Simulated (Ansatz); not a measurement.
ZrC: levels with and without spin–orbit coupling

```xyz
2
Lattice="0.0000 2.3543 2.3543 2.3543 0.0000 2.3543 2.3543 2.3543 0.0000" Properties=species:S:1:pos:R:3 pbc="T T T"
Zr    0.0000    0.0000    0.0000
C     2.3543    2.3543    2.3543
```

Atoms are numbered in the order listed.

Conventional cell: a = 4.709 Å, b = 4.709 Å, c = 4.709 Å, α = 90.00°, β = 90.00°, γ = 90.00°. Around Zr (atom 1) lie 6 C at 2.35 Å. C (atom 2) is surrounded by 6 Zr at 2.35 Å.

The cell was built from the rocksalt type and relaxed in the same program, and has space group Fm-3m; it needn't be a known or the stable phase.

Levels of theory: DFT, PBE, all-electron LAPW, scalar-relativistic (Ansatz 0.2.0); DFT, PBE, all-electron LAPW, Dirac equation with spin-orbit coupling (Ansatz 0.2.0).

Numerical set-up: a Γ-centred 14×14×14 k mesh, Fermi–Dirac smearing of 0.05 eV, basis error target 0.5 meV/atom, no spin polarisation.

Levels between -6 and 1 eV, each run counted from its own valence-band top where it has a gap, else its Fermi level. Scalar levels are listed once for both spins; with the coupling every spinor state is counted. Levels near the edges of the range can cross them.

(1) At Γ (0.000, 0.000, 0.000) the scalar-relativistic levels are 0.93 (×3). What are they with spin–orbit coupling?

(2) At K (0.375, 0.375, 0.750) the scalar-relativistic levels are -3.04, -2.29, -1.57. What are they with spin–orbit coupling?

Answers

(1) 0.88 (×2), 0.94 (×4).

(2) -3.05 (×2), -2.30 (×2), -1.57 (×2).
